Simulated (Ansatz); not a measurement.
Vibrational response of CdC₂ at 32 GPa

All numbers below come from DFT PBEsol, scalar-relativistic, plane waves, PAW in Ansatz 0.2.0. Cutoff 420 eV, 8×8×8 k-points (Γ-centred), fixed occupations. No spin polarisation. Phonons by linear response, acoustic sum rule imposed.

The cell, relaxed at 32 GPa:
```
CELL_PARAMETERS angstrom
-1.72095 1.72095 2.77187
1.72095 -1.72095 2.77187
1.72095 1.72095 -2.77187
ATOMIC_POSITIONS crystal
Cd 0.00000 0.00000 0.00000
C 0.61251 0.61251 0.00000
C 0.38749 0.38749 0.00000
```

The cell was built by swapping an element in a database structure (itself possibly hypothetical) and relaxing; it need not be the stable form of this composition.

Q: Is this structure stable against zone-centre distortions?

A: Yes, at Γ: no optical mode is imaginary. Strains and other wave vectors aren't tested by this run.

Q: List the optical modes at Γ without the LO field (i marks imaginary ones).

A:
| frequency (THz) | degeneracy | IR intensity of the level ((D/Å)²/amu) |
| --- | --- | --- |
| 3.98 | 2 | 16.17 |
| 10.80 | 2 | 0.00 |
| 13.28 | 1 | 5.03 |
| 58.87 | 1 | 0.00 |